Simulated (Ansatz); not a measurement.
Pb:
```
Pb
1.0
    0.00000     2.52062     2.52062
    2.52062     0.00000     2.52062
    2.52062     2.52062     0.00000
Pb
1
Direct
  0.00000   0.00000   0.00000
```

Relaxed with PBE. Special points in fractions of this cell's reciprocal vectors: Γ (0.000, 0.000, 0.000); X (0.500, 0.000, 0.500); U (0.625, 0.250, 0.625); K (0.375, 0.375, 0.750); L (0.500, 0.500, 0.500); W (0.500, 0.250, 0.750).

Task: List the band energies nearest the Fermi level at these points for plane-wave PAW PBE (Ansatz code).

Result: In eV from the Fermi level; about four levels below and three above (degenerate sets whole), none deeper than 8.9 eV; … stands for higher levels left out; points with the same levels are listed once.

```tsv
k	below	above
Γ	–	6.99 6.99 6.99
X	-6.80 -3.07	1.98 1.98 …
U	-6.88 -2.13 -1.13	2.85 …
L	-8.09 -3.95	5.28 5.28 …
W	-6.71 -1.27 -1.27	0.30 …
```

Space group Fm-3m (fcc (Cu type)). Symmetry was held in the PBE relaxation. Spin–orbit coupling is left out wherever it is not named.

Potentials: the earlier of the program's two PAW sets.
